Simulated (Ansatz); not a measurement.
Computed properties of TiB2

TiB$_{2}$:
```
CELL_PARAMETERS angstrom
     -1.58211     1.58211     2.98136
      1.58211    -1.58211     2.98136
      1.58211     1.58211    -2.98136
ATOMIC_POSITIONS crystal
  Ti 0.00000 0.00000 0.00000
  B  0.36794 0.36794 0.00000
  B  0.63206 0.63206 0.00000
```

Space group I4/mmm (No. 139), MoSi2 or CaC2 type; conventional cell a = b = 3.164 Å, c = 5.963 Å, α = β = γ = 90.00°.

Method: plane-wave PAW PBEsol (Ansatz code). The cell and atoms are relaxed at this level. Other levels are named where they apply.

**Cell and energy**

```json
{
  "volume_per_atom": "9.95 Å³",
  "density": "3.87 g/cm³",
  "Formation energy from the elements (no fitted shifts)": "0.12 eV/atom"
}
```

**Electronic structure**

```json
{
  "electronic_character": "metallic (no gap)",
  "Density of states at the Fermi level": "0.43 states/eV per atom (mean over ±0.08 eV)"
}
```

**Mechanics**

```json
{
 "Bulk modulus (Birch–Murnaghan fit)": "170 GPa",
 "Pressure derivative B′": "3.9"
}
```

**Phonons**

```json
{
  "highest_zone_centre_frequency": "1063 cm^-1",
  "zone_centre_stability": "no imaginary mode at Γ"
}
```

The cell is a constructed one: a structure type filled with these elements; neither database checked (COD, Materials Project) lists it. It is not the phase usual at ambient conditions (space group No. 191). Symmetry was held in the PBEsol relaxation. No spin polarisation was allowed. As this level gives no gap, phonon frequencies hold no LO–TO term and depend on the k-mesh and smearing (Fermi–Dirac, 0.1 eV here). The references are the lowest solids computed at this level, not always the standard phases.

Potentials: the later of the program's two PAW sets.
